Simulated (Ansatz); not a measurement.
SnO:
```yaml
crystal:
  lattice:
    - [3.29219, 0.00000, 0.00000]
    - [0.00000, 5.67778, 0.00000]
    - [0.00000, 0.00000, 3.70639]
  atoms:
    - { symbol: Sn, position: [0.00000, 0.23592, 0.53471] }
    - { symbol: Sn, position: [0.50000, 0.76408, 0.03471] }
    - { symbol: O, position: [0.00000, 0.88207, 0.71529] }
    - { symbol: O, position: [0.50000, 0.11793, 0.21529] }
```

x, y and z are the axes in which the lattice vectors are written.

**Question.** Give the high-frequency dielectric tensor and the Born effective charge tensors of the independent atoms from DFPT, LDA (plane waves, PAW; program Ansatz).

**Answer.** 
ε∞:
```
8.80  0.00  0.00
0.00  7.33  0.00
0.00  0.00  7.17
```
Z* of atom 1 (Sn), rows: field, columns: displacement, in e:
```
 3.08   0.00   0.00
 0.00   3.07   0.15
 0.00  -0.43   2.56
```
Z* of atom 3 (O), rows: field, columns: displacement, in e:
```
-3.08   0.00   0.00
 0.00  -3.07   0.78
 0.00   1.16  -2.56
```

Space group Pmn2_1. The workflow started from a Materials Project entry (that database holds measured and hypothetical structures alike); the Crystallography Open Database copy checked does not list it. It is not the phase usual at ambient conditions (space group No. 129). The cell was relaxed with LDA under the symmetry of its start; its stability against distortions is not shown here. A crystal of weakly bound layers computed without a dispersion correction: the cell and the soft elastic constants depend strongly on that. Scalar-relativistic: spin–orbit coupling is off unless named, which matters more the heavier the elements.

Potentials: the later of the program's two PAW sets.
